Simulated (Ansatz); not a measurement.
La$_{2}$WN$_{4}$:
```yaml
crystal:
  lattice:
    - [-1.99802, 1.99802, 6.37562]
    - [1.99802, -1.99802, 6.37562]
    - [1.99802, 1.99802, -6.37562]
  atoms:
    - { symbol: La, position: [0.35484, 0.35484, 0.00000] }
    - { symbol: La, position: [0.64516, 0.64516, 0.00000] }
    - { symbol: W, position: [0.00000, 0.00000, 0.00000] }
    - { symbol: N, position: [0.16304, 0.16304, 0.00000] }
    - { symbol: N, position: [0.83696, 0.83696, 0.00000] }
    - { symbol: N, position: [0.00000, 0.50000, 0.50000] }
    - { symbol: N, position: [0.50000, 0.00000, 0.50000] }
```

Relaxed with PBE.

Which orbitals make up the states near the Fermi level in PBE (plane waves, PAW; program Ansatz)?

Within 0.5 eV of the Fermi level: N 2p 80 %, La 5d 7 %. Projections are on Löwdin-orthogonalised atomic valence shells; empty p or d shells of many metals are not among them.

Tabulate the density of states.

States/eV per cell of 7 atoms, in 0.25 eV bins, energy from the Fermi level.

```
E (eV)  total  La 4f  N 2p  W 5d
------  -----  -----  ----  ----
-7.85    0.00   0.00  0.00  0.00
-7.60    0.00   0.00  0.00  0.00
-7.35    0.00   0.00  0.00  0.00
-7.10    0.00   0.00  0.00  0.00
-6.85    0.00   0.00  0.00  0.00
-6.60    0.10   0.00  0.06  0.02
-6.35    1.54   0.01  0.89  0.45
-6.10    1.37   0.01  0.79  0.42
-5.85    1.10   0.00  0.63  0.34
-5.60    0.97   0.00  0.56  0.27
-5.35    1.71   0.01  0.92  0.49
-5.10    2.74   0.02  1.44  0.80
-4.85    3.08   0.02  1.62  0.90
-4.60    3.82   0.03  2.02  1.12
-4.35    4.32   0.04  2.24  1.33
-4.10    3.75   0.03  2.02  1.09
-3.85    3.18   0.03  1.78  0.83
-3.60    4.24   0.04  2.49  0.91
-3.35    7.66   0.11  4.39  1.59
-3.10    4.12   0.06  2.40  0.85
-2.85    2.67   0.04  1.80  0.25
-2.60    2.17   0.03  1.47  0.18
-2.35    3.40   0.06  2.18  0.29
-2.10    5.26   0.10  3.47  0.30
-1.85    5.62   0.13  3.98  0.17
-1.60    5.96   0.16  4.32  0.12
-1.35    3.29   0.12  2.44  0.09
-1.10    4.21   0.18  3.29  0.10
-0.85    6.87   0.32  5.48  0.19
-0.60    6.38   0.33  5.08  0.25
-0.35    4.86   0.24  4.03  0.07
-0.10    1.78   0.05  1.44  0.06
0.15     0.26   0.01  0.15  0.08
0.40     0.25   0.01  0.10  0.12
0.65     0.62   0.02  0.15  0.26
0.90     1.10   0.06  0.26  0.47
1.15     1.61   0.13  0.36  0.70
1.40     2.67   0.31  0.60  1.18
1.65     3.17   0.42  0.75  1.41
1.90     2.42   0.37  0.51  0.96
2.15     2.47   0.47  0.49  0.87
2.40     2.86   0.70  0.52  0.91
2.65     4.23   1.30  0.68  1.22
2.90     5.52   2.70  0.60  1.01
3.15     7.63   5.57  0.32  0.35
3.40    19.05  16.99  0.30  0.27
3.65    35.36  33.56  0.41  0.38
```

Space group I4/mmm. The start of the workflow was typed in or built on a structure type; neither database checked (COD, Materials Project) lists it. Whether it is the stable phase at ambient conditions was not checked. The cell was relaxed with PBE under the symmetry of its start; whether a distortion lowers the energy is not shown. The workflow began spin-polarised and lost its moments. The cell computed holds one magnetic atom, so no antiferromagnetic order was within reach. Spin–orbit coupling is left out wherever it is not named.

Potentials: the later of the program's two PAW sets.
